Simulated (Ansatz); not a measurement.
GaN (rock salt, Fm-3m) at seven volumes, r²SCAN in the plane-wave PAW code Ansatz, scaled uniformly. One row is withheld.

| V (Å³/atom) | P (GPa) |
|---|---|
| 8.530 | 28.40 |
| 8.812 | ? |
| 9.093 | 7.94 |
| 9.374 | -0.01 |
| 9.655 | -6.75 |
| 9.936 | -12.45 |
| 10.218 | -17.26 |

Fit the shown pressures and predict the withheld one.

P = (3/2)B₀(x^(7/2) − x^(5/2))[1 + (3/4)(B′ − 4)(x − 1)] with x = (V₀/V)^(2/3). Least squares on the six rows gives V₀ = 9.374 Å³/atom, B₀ = 243 GPa, B′ = 4.52. At V = 8.812, x = 1.0421 and P = 17.28 GPa. The run itself gave 17.33 GPa.

This is a known high-pressure phase of the composition, computed here at zero pressure and temperature. The cell was relaxed with r²SCAN under the symmetry of its start; whether a distortion lowers the energy is not shown.

Potentials: the later of the program's two PAW sets.
